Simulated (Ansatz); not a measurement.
Crystals of one structure type (CsCl type) and one family of elements, relaxed and computed with LDA (plane waves, PAW; program Ansatz).

```
crystal  V (Å³/atom)  highest Γ mode, no LO–TO term (cm⁻¹)
-------  -----------  ------------------------------------
ScCu           15.88                                     ?
ScAu           18.32                                   156
ScAg           18.61                                   173
LaAg           25.46                                   107
```

**Question.** Fit a straight line to ln ω against ln V and predict the withheld value.

**Answer.** Least squares on the 3 shown rows: ln ω = -1.32 × ln V + (8.949), with a scatter of 5 %. For ScCu this gives 200. The run itself gave 198, within the scatter.

Standing as an ambient phase not checked: ScCu, CsCl type; ScAu, CsCl type; ScAg, CsCl type; LaAg, CsCl type. All cells were relaxed under the symmetry of their starts (and spin orders); stability against distortions was not tested throughout. Rows with no word on spin ran without spin polarisation. Scalar-relativistic: spin–orbit coupling is off unless named, which matters more the heavier the elements.

Potentials: the later of the program's two PAW sets.
